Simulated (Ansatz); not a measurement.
**Computed properties of Y$_{2}$N**

Y2N:
```
Y2N
1.0
    3.51085     0.00000     0.00000
   -1.75542     3.04048     0.00000
    0.00000     0.00000     5.97533
N Y
1 2
Direct
  0.00000   0.00000   0.00000
  0.33333   0.66667   0.22229
  0.66667   0.33333   0.77771
```

Space group P-3m1 (No. 164), anti-CdI2 type; conventional cell a = 3.511 Å, b = 3.511 Å, c = 5.975 Å, α = 90.00°, β = 90.00°, γ = 120.00°.

Method: PBE in the plane-wave PAW code Ansatz. Structure relaxed to zero pressure with the same functional. Other levels are named where they apply.

Cell and energy:

- Volume per atom = 21.26 Å³
- Density = 4.99 g/cm³
- Formation energy from the elements (no fitted shifts) = -1.04 eV/atom

Electronic structure:

- Electronic character: metallic (no gap)
- Density of states at the Fermi level: 1.2 states/eV per atom (mean over ±0.08 eV)

Mechanics:

Bulk modulus (Birch–Murnaghan fit): 72.3 GPa
Pressure derivative B′: 4.1

A made-up cell: these elements were put on the sites of a structure type; neither database checked (COD, Materials Project) lists it. Whether it is the stable phase at ambient conditions was not checked. The PBE relaxation kept the symmetry of its start; whether a distortion lowers the energy is not shown. No spin polarisation was allowed. With an odd number of electrons in the cell and no spin polarisation, the count alone makes it a metal. The references are the lowest solids computed at this level, not always the standard phases (solids in place of the gases). Spin–orbit coupling is left out wherever it is not named.

Potentials: the earlier of the program's two PAW sets.
